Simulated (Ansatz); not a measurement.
## Kick test of a cell of Ta₅Ti₃

The structure comes from a proposed guess, relaxed at this level; another structure or a mixture of phases may lie lower.

The calculation used DFT PBE, scalar-relativistic, plane waves, PAW (Ansatz 0.2.0). Plane waves to 420 eV, a k mesh through Γ of 12×12×2 on the computed 8-atom cell and Gaussian smearing (0.10 eV); no spin polarisation.

The cell below (8 atoms, space group Cmmm (No. 65)) is relaxed within its symmetry.

```
Ti Ta
1.0
     1.66220   -2.31762    0.00000
     1.66220    2.31762    0.00000
     0.00000    0.00000   18.59989
Ti Ta
3 5
Cartesian
  0.0000 0.0000 9.2999
  1.6622 0.0000 11.5846
  1.6622 0.0000 7.0153
  0.0000 0.0000 13.8857
  0.0000 0.0000 4.7142
  1.6622 0.0000 2.3599
  0.0000 0.0000 0.0000
  1.6622 0.0000 16.2400
```

For the test it was strained at random (σ = 1.5 % a component), the atoms were moved at random (σ = 0.05 Å), and all was relaxed again on a coarse 8×8×2 mesh (in the run’s order of axes) with 0.20 eV smearing, with no symmetry imposed.

These runs have no spin–orbit coupling, which can matter for Ta.

Question: Does it come back?

Answer: It doesn't return. The energy falls by 19 meV/atom on that mesh, the volume changes by -0.1 %, and the end has space group Amm2 (No. 38) at a loose tolerance. Relaxed again on a 2×12×12 mesh with 0.10 eV smearing, the new structure lies 22 meV/atom below the first (mesh in the axes of the run's cell; the cell below is made exact in the group named). Space group Amm2 (No. 38), orthorhombic, a = 18.283 Å, b = 3.309 Å, c = 4.743 Å. Ti on a site of symmetry mm2 has 10 Ti at 2.81–2.90 Å, 2 Ti at 3.31 Å and 2 Ti at 3.63 Å; around Ti on a site of symmetry m lie 7 Ti at 2.81–2.90 Å, 3 Ta at 2.82–2.97 Å, 2 Ti at 3.31 Å, 1 Ta at 3.58 Å and 1 Ti at 3.63 Å; Ta on a site of symmetry m is surrounded by 3 Ti at 2.82–2.97 Å, 6 Ta at 2.87–2.89 Å, 4 Ta at 3.31–3.33 Å and 1 Ti at 3.58 Å; around Ta on a second site of symmetry m lie 8 Ta at 2.87–2.89 Å and 6 Ta at 3.31–3.34 Å; 1 more site not described.

```cif
data_structure
_symmetry_space_group_name_H-M 'P 1'
_symmetry_Int_Tables_number 1
_cell_length_a 18.2826
_cell_length_b 2.8915
_cell_length_c 2.8915
_cell_angle_alpha 69.814
_cell_angle_beta 90.000
_cell_angle_gamma 90.000
_cell_volume 143.47
loop_
_atom_site_label
_atom_site_type_symbol
_atom_site_fract_x
_atom_site_fract_y
_atom_site_fract_z
_atom_site_occupancy
Ti1 Ti 0.00000 0.03658 0.03658 1
Ti2 Ti 0.12151 0.43109 0.43109 1
Ti3 Ti 0.87849 0.43109 0.43109 1
Ta1 Ta 0.24408 0.02018 0.02018 1
Ta2 Ta 0.75592 0.02018 0.02018 1
Ta3 Ta 0.62794 0.51975 0.51975 1
Ta4 Ta 0.50000 0.02310 0.02310 1
Ta5 Ta 0.37206 0.51975 0.51975 1
```
